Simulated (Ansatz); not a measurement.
**ZrOs (Pm-3m), a vibration from a frozen displacement**

Level of theory: DFT PBEsol, scalar-relativistic, plane waves, PAW in Ansatz. Settings: plane waves to 420 eV, k-mesh 14×14×14 (Γ-centred), Gaussian smearing 0.15 eV. Spin–orbit coupling is left out, which matters for the heavy elements here. No spin polarisation. Energies are free energies at this smearing, counted from the undisturbed cell; pressure is positive in compression.

The starting cell (as given, not relaxed at this level; it stands at -3.2 GPa, and it needn't be the usual structure):

```yaml
crystal:
  lattice:
    - [3.26300, 0.00000, 0.00000]
    - [0.00000, 3.26300, 0.00000]
    - [0.00000, 0.00000, 3.26300]
  atoms:
    - { symbol: Zr, position: [0.50000, 0.50000, 0.50000] }
    - { symbol: Os, position: [0.00000, 0.00000, 0.00000] }
```

Every Zr atom is moved by x along the Cartesian unit vector (0.000, 1.000, 0.000); the cell and all other atoms stay fixed. The cell's volume is 34.74 Å³; the moved atoms weigh 91.224 u together and the others 190.230 u. Some rows repeat others by symmetry and weren't run.

```csv
x (Å),ΔE (meV/cell),total force on the moved atoms along the move (eV/Å),pressure (GPa)
-0.2000,146.20,1.4727,-0.5368
-0.1750,111.68,1.2878,-1.1673
-0.1500,81.83,1.0995,-1.7095
-0.1250,56.69,0.9119,-2.1661
-0.1000,36.22,0.7266,-2.5395
-0.0750,20.34,0.5433,-2.8308
-0.0500,9.03,0.3616,-3.0398
-0.0250,2.26,0.1806,-3.1659
0.0000,0.00,0.0000,-3.2080
0.0250,2.26,-0.1806,-3.1659
0.0500,9.03,-0.3616,-3.0398
0.0750,20.34,-0.5433,-2.8308
0.1000,36.22,-0.7266,-2.5395
0.1250,56.69,-0.9119,-2.1661
0.1500,81.83,-1.0995,-1.7095
0.1750,111.68,-1.2878,-1.1673
0.2000,146.20,-1.4727,-0.5368
```

Problem. What frequency belongs to this motion?

Solution. The force constant is k = −dF/dx = 7.224 eV/Å², from the parabola through x = -0.0250, 0 and 0.0250. In every cell the moved atoms swing against the rest, so the mass is μ = m₁m₂/(m₁ + m₂) = 61.657 u, and ν̃ = 521.5 cm⁻¹ × √(|k|/μ) = 178 cm⁻¹, at this cell's pressure of -3.2 GPa. To first order in x, and within 1 %, the force on every atom lies along the move and, within each of the two groups, in proportion to the atom's mass, so this is itself a mode at the zone centre of this cell.

Problem. How far does the harmonic law reach?

Solution. At x = -0.200 Å, kx²/2 = 144.48 meV against the computed 146.20 meV (+1.2 %): the well is still close to harmonic there.

Problem. The pressure changes with x². What does that say about the frequency under compression?

Solution. With E = k(V)x²/2, k ∝ V^(−2γ) and x scaling with the cell as V^(1/3), P − P0 = −∂E/∂V = (2γ − 2/3) ΔE/V. At x = 0.0500 Å, V(P − P0) = 34.74 × 0.16817 / 160.2 eV = 36.47 meV and ΔE = 9.03 meV, so γ = 1/3 + V(P − P0)/(2ΔE) = 2.35. This is the Grüneisen parameter of the motion under uniform scaling of the cell: shrinking the cell evenly by 1 % in volume raises the frequency by about 2.35 %.

In a metal these slopes depend on the k mesh and the smearing.